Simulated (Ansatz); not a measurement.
BiSe (rock salt, Fm-3m) under volume change, the program Ansatz at the LDA level (PAW), scaled uniformly.

```
V (Å³/atom)  E − E(relaxed) (meV/atom)  P (GPa)
-----------  -------------------------  -------
24.764                            54.6     7.78
25.580                            22.9     4.75
26.396                             5.4     2.19
27.213                             0.0     0.00
28.029                             4.9    -1.86
28.845                               ?        ?
29.662                               ?        ?
```

What belongs in the gaps?


- 28.845, E − E(relaxed) (meV/atom): 18.5
- 28.845, P (GPa): -3.44
- 29.662, E − E(relaxed) (meV/atom): 39.5
- 29.662, P (GPa): -4.78

What does a third-order Birch–Murnaghan fit give for V₀, B₀ and B′?

V₀ = 27.21 Å³/atom, B₀ = 67.0 GPa, B′ = 4.4.

The workflow started from a Materials Project entry (that database holds measured and hypothetical structures alike); the Crystallography Open Database files this formula in space group No. 225, but the cells were not matched. Whether it is the stable phase at ambient conditions was not checked. Symmetry was held in the LDA relaxation. At this level the phase is mechanically unstable. Spin–orbit coupling is left out wherever it is not named.

Potentials: the later of the program's two PAW sets.
